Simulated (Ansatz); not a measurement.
A geometry of Ta away from equilibrium: step 3 of the relaxation of a relaxed Ta cell, doubled along one cell vector, shaken by Gaussian noise of σ = 0.08 Å a coordinate. Computed with PBE (plane waves to 420 eV, PAW, scalar-relativistic; Ansatz, a first-principles code). Γ-centred k-mesh 7×4×12 on the run's cell (coarser than for final values), Fermi–Dirac smearing 0.05 eV.

```xyz
6
Lattice="5.4573 -0.0092 -0.0067 -5.4734 9.4605 -0.0226 -0.0033 -0.0083 2.7178" Properties=species:S:1:pos:R:3:forces:R:3 pbc="T T T" free_energy=-59591.256 pressure_GPa=-0.3
Ta     2.6277    -0.0286     1.6238   -0.1315    0.1615    0.9669
Ta    -0.0548     4.7441     1.5658   -0.0374    0.2724    0.7524
Ta     1.2971     2.3761     1.2047    0.1215   -0.0378   -1.1002
Ta    -1.4137     7.1401     1.2582    0.4085   -0.0724   -0.0886
Ta    -1.4197     2.3599     1.5922   -0.0474   -0.0954    0.5438
Ta    -4.1148     7.0877     0.9875   -0.3136   -0.2282   -1.0743
```

Positions in Å, forces in eV/Å, free energy of the cell in eV (comparable only within this code, potentials and settings). Largest force: 1.14 eV/Å, on Ta6 (atoms numbered as listed); the geometry lies about 1.3 eV/atom above the end of its relaxation.

No spin polarisation in the result.

The end of the path is a generated cell of Ta: the first start was made by placing the elements on the sites of a structure type, and the end was not matched to a known phase here, so it may be hypothetical. Known forms of Ta include space group No. 229.
